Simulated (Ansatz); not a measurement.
Crystals of one structure type (rock salt), relaxed and computed with DFT-PBE in the program Ansatz with PAW potentials; HSE06 gaps on those cells.

```json
[
 {"crystal": "LiH", "a (Å)": "[?]", "gap (eV)": "[?]", "HSE06 gap (eV)": "[?]", "electron conductivity mass (mₑ)": "[?]", "highest Γ mode, no LO–TO term (cm⁻¹)": "[?]", "ε∞": "[?]"},
 {"crystal": "LiF", "a (Å)": "4.068", "gap (eV)": "8.83", "HSE06 gap (eV)": "11.12", "electron conductivity mass (mₑ)": "0.86", "highest Γ mode, no LO–TO term (cm⁻¹)": "266", "ε∞": "2.05"},
 {"crystal": "LiCl", "a (Å)": "5.150", "gap (eV)": "6.26", "HSE06 gap (eV)": "7.65", "electron conductivity mass (mₑ)": "0.47", "highest Γ mode, no LO–TO term (cm⁻¹)": "167", "ε∞": "2.94"},
 {"crystal": "LiBr", "a (Å)": "5.511", "gap (eV)": "4.91", "HSE06 gap (eV)": "6.13", "electron conductivity mass (mₑ)": "0.35", "highest Γ mode, no LO–TO term (cm⁻¹)": "141", "ε∞": "3.41"}
]
```

Q: Some entries are withheld; supply them.

A: 
- LiH, a (Å): 4.007
- LiH, gap (eV): 2.98
- LiH, HSE06 gap (eV): 3.97
- LiH, electron conductivity mass (mₑ): 0.29
- LiH, highest Γ mode, no LO–TO term (cm⁻¹): 585
- LiH, ε∞: 4.38

All cells were relaxed under the symmetry of their starts (and spin orders); stability against distortions was not tested throughout. Scalar-relativistic: spin–orbit coupling is off unless named, which matters more the heavier the elements.

Potentials: the later of the program's two PAW sets.
